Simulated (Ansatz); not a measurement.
WSe2 in space group P6_3/mmc (No. 194; W on 2c, Se on 4f), PBE+D3(BJ) (plane waves, PAW; program Ansatz). The conduction-band minimum lies on the K–Γ line, 46 % of the way from K, with 6 equivalent valleys. Second derivatives d²E/dk² of the lowest band at one valley (eV·Å²), along Cartesian directions:

| direction | d²E/dk² |
|---|---|
| [100] | 15.62 |
| [010] | 16.78 |
| [001] | 18.90 |
| [110] | 17.24 |
| [101] | 17.26 |
| [011] | 17.85 |

Find the principal effective masses, the density-of-states mass and the conductivity mass.

Off-diagonal terms follow from H_xy = H[110] − (H_xx + H_yy)/2, and m*/mₑ = 7.620 eV·Å² over each eigenvalue: 0.40, 0.44, 0.51. One valley's DOS mass (m₁m₂m₃)^(1/3) = 0.45, conductivity mass 3/(Σ 1/mᵢ) = 0.45 mₑ.

What effective density of states Nc follows at 300 K for parabolic valleys?

Nc = 2.509e19 × 6 × (0.45)^(3/2) ≈ 4.5e19 cm⁻³.

Symmetry was held in the PBE+D3(BJ) relaxation. No spin polarisation was allowed. Spin–orbit coupling is left out wherever it is not named.

Potentials: the earlier of the program's two PAW sets.

Edges and masses are those of Kohn–Sham bands, whose gap is no quasiparticle gap.
